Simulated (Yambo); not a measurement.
BSE-type run in Yambo on BeS (zinc blende, space group F-43m, No. 216), at zero momentum.

Quantum ESPRESSO step (LDA, PseudoDojo standard norm-conserving files, scalar-relativistic):
```
&CONTROL
  calculation = 'nscf'
  pseudo_dir = './pseudo'
  outdir = './out'
/
&SYSTEM
  ibrav = 0
  nat = 2
  ntyp = 2
  ecutwfc = 88.0
  ecutrho = 352.0
  occupations = 'fixed'
  force_symmorphic = .true.
  nbnd = 19
/
&ELECTRONS
  conv_thr = 2e-09
  diago_full_acc = .true.
  diago_thr_init = 1e-08
/
ATOMIC_SPECIES
Be 9.0122 Be.upf
S 32.0600 S.upf
CELL_PARAMETERS angstrom
  0.000000000000   2.398001356000   2.398001356000
  2.398001356000   0.000000000000   2.398001356000
  2.398001356000   2.398001356000   0.000000000000
ATOMIC_POSITIONS crystal
Be   0.000000000000   0.000000000000   0.000000000000
S   0.250000000000   0.250000000000   0.250000000000
K_POINTS automatic
10 10 10 0 0 0
```

Yambo input:
```
rim_cut
optics
bse
bss
dipoles
tddft
RandQpts= 1000000
RandGvec= 1 Ry
FFTGvecs= 40 Ry
BSKmod= "ALDA"
BSEmod= "resonant"
BSSmod= "hs"
BSENGexx= 15 Ry
% KfnQP_E
 2.079 | 1.0 | 1.0 |
%
% BSEQptR
 1 | 1 |
%
% BSEBands
 3 | 9 |
%
% BEnRange
 0.0 | 14.2 | eV
%
% BDmRange
 0.15 | 0.15 | eV
%
BEnSteps= 284
% BLongDir
 1.0 | 0.0 | 0.0 |
%
BSHayTrs= -0.02
BSSNEig= 24
WRbsWF
```

From the report:

The dimension is k points × valence × conduction bands = 1000 × 3 × 4 = 12000.
```
  [SLEPC] Approach                          : Krylov-Schur
  [SLEPC] Number of requested eigenvalues   :  24
  [SLEPC] Number of eigenvalues        [NEV]:  24
   [K] Dimension                                    :  12000
   [K] Bands                                        :   3   9
   [K] Exchange res                                 : yes
   [K] Correlation res                              : no
   [K] W interaction is bare                        : no
   [K] RL vectors exchange                          :  181
```

Geometry relaxed with LDA.
